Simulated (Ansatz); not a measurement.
# K3Pd: frozen-core PAW against all-electron methods

```
CELL_PARAMETERS angstrom
5.44501 0.00000 0.00000
0.00000 5.44501 0.00000
0.00000 0.00000 5.44501
ATOMIC_POSITIONS crystal
K 0.50000 0.50000 0.00000
K 0.50000 0.00000 0.50000
K 0.00000 0.50000 0.50000
Pd 0.00000 0.00000 0.00000
```

Atom numbers follow the list: K1, K2, K3, Pd4.

The conventional cell has a = 5.445 Å, b = 5.445 Å, c = 5.445 Å, α = 90.00°, β = 90.00°, γ = 90.00°. K (atom 1) has 8 K at 3.85 Å and 4 Pd at 3.85 Å as nearest neighbours. Pd (atom 4) has 12 K at 3.85 Å as nearest neighbours.

The cell is the one relaxed in the Materials Project (mp-1064508), not relaxed further here; entries there can be hypothetical.

Spin polarisation is left out, and whether a magnetic state lies lower isn't shown here.

Methods: DFT, PBE, PAW with Ansatz's default frozen-core files, scalar-relativistic (Ansatz 0.2.0); DFT, PBE, all-electron PAW with datasets made for the crystal, scalar-relativistic (Ansatz 0.2.0); DFT, PBE, all-electron LAPW, scalar-relativistic (Ansatz 0.2.0).

For PAW: a Γ-centred 6×6×6 k mesh, Fermi–Dirac smearing of 0.05 eV, cutoff 420 eV, no spin polarisation. The crystal-made all-electron datasets (AE datasets) take a cutoff of 240 eV at this cell. LAPW targets a basis error of 1 meV/atom. The Ansatz runs share mesh, smearing and spin set-up. Plane-wave (PAW) pressures include the program's estimate of the Pulay term.

Stress and pressure are positive in compression.

Spin–orbit coupling is left out, which moves gradients at and beside heavy atoms by some per cent and at worst by a factor of two.

In a metal, gradients converge slowly with the k mesh: the values move by tens of per cent from one mesh to another, at times in sign, so only the comparison on one mesh counts.

Levels count from the Fermi level.

| quantity | PAW | AE datasets | LAPW |
| --- | --- | --- | --- |
| pressure (GPa) | -0.01 | -0.01 | -0.01 |
| highest filled level at M (eV) | -0.714 | -0.715 | -0.715 |
| lowest empty level at M (eV) | 0.290 | 0.290 | 0.290 |
| highest filled level at Γ (eV) | -1.117 | -1.117 | -1.117 |
| lowest empty level at Γ (eV) | 0.248 | 0.248 | 0.248 |
| field gradient Vzz at K1 (10²¹ V/m²) | 1.90 | 1.89 | – |
